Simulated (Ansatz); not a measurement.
Input and command of a plane-wave DFT calculation in Ansatz:

```yaml
crystal:
  lattice:
    - [4.7056244415, 0.0, 0.0]
    - [0.0, 4.7056244415, 0.0]
    - [0.0, 0.0, 4.7056244415]
  atoms:
    - { symbol: Ba, position: [0.0, 0.0, 0.0] }
    - { symbol: Pb, position: [0.5, 0.5, 0.5] }
    - { symbol: O, position: [0.5, 0.5, 0.0] }
    - { symbol: O, position: [0.5, 0.0, 0.5] }
    - { symbol: O, position: [0.0, 0.5, 0.5] }
basis:
  ecutwfc: 420
kpoints:
  mp_grid: { grid: [4, 4, 4] }
hamiltonian:
  xc: pbesol
scf:
  occupations: { method: gaussian, width: 0.05 }
output:
  forces: true
  stress: true
  eigenvalues: true
```

```bash
ansatz run input.yaml --threads 1 --pin off --max-ram 1228MiB --backend cpu --events-out ev --progress --plain --runs-dir out
```

Processor: Arm Neoverse N1, 1 thread, on a host shared with other jobs.

Task: How long does it run, and how much memory does it take?

Result: About 4.4 s on 1 thread of Arm Neoverse N1, with other jobs on the host, peak memory 0.41 GiB. It solves 26 bands at 10 k points (the mesh reduced by the symmetry that the task leaves, which can be less than the crystal's) with about 2007 plane waves, in 7 SCF iterations.
